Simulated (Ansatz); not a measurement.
BeTe:
```xyz
2
Lattice="0.0000 2.8318 2.8318 2.8318 0.0000 2.8318 2.8318 2.8318 0.0000" Properties=species:S:1:pos:R:3 pbc="T T T"
Be     2.8318     2.8318     2.8318
Te     1.4159     1.4159     1.4159
```

Relaxed with PBE. Special points in fractions of this cell's reciprocal vectors: Γ (0.000, 0.000, 0.000); X (0.500, 0.000, 0.500); U (0.625, 0.250, 0.625); K (0.375, 0.375, 0.750); L (0.500, 0.500, 0.500); W (0.500, 0.250, 0.750).

### Question
List the band energies nearest the valence-band maximum at these points for the program Ansatz at the PBE level (PAW).

### Answer
In eV from the valence-band maximum; about four levels below and three above (degenerate sets whole), none deeper than 8.9 eV; points with the same levels are listed once.

```
k              below                above
-  -----------------  -------------------
Γ     0.00 0.00 0.00       3.64 3.64 3.64
X  -5.02 -2.58 -2.58  2.03 2.70 9.64 9.64
U  -4.67 -3.78 -2.17       2.74 5.27 7.85
L  -5.43 -1.10 -1.10       3.04 4.62 4.62
W  -4.50 -3.60 -3.12       5.30 5.54 5.59
```

Space group F-43m (zinc blende). Symmetry was held in the PBE relaxation; of distortions, only those at the zone centre were tested. The volume moved by 30 % from the start of the relaxation. Spin–orbit coupling is left out wherever it is not named.

Potentials: the later of the program's two PAW sets.
